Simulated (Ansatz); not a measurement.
LiPd (CsCl type, Pm-3m), PBEsol (plane waves, PAW; program Ansatz), all energies at zero smearing, with the estimated change up to a 700 eV cutoff added, with one set of potentials and settings (totals compare only within such a set). Cell of 2 atoms (1 Li, 1 Pd): -7110.365 eV.

```json
[
 {"element": "Li", "reference phase": "Fm-3m, 1 atoms in the cell", "E (eV/atom)": "-203.0014"},
 {"element": "Pd", "reference phase": "Fm-3m, 1 atoms in the cell", "E (eV/atom)": "-6906.6520"}
]
```

Formation energy per atom, worked out: (-7110.365 − 1×(-203.0014) − 1×(-6906.6520))/2 = -0.356 eV/atom (-34 kJ per mol of atoms), at 0 K, without zero-point energy or fitted corrections.

The workflow started from an entry of the Crystallography Open Database (COD), which files this formula under 2 space groups. Whether it is the stable phase at ambient conditions was not checked. The cell was relaxed with PBEsol under the symmetry of its start; whether a distortion lowers the energy is not shown. The run is not spin-polarised. The references are the lowest solids computed at this level, not always the standard phases.

Potentials: the later of the program's two PAW sets.
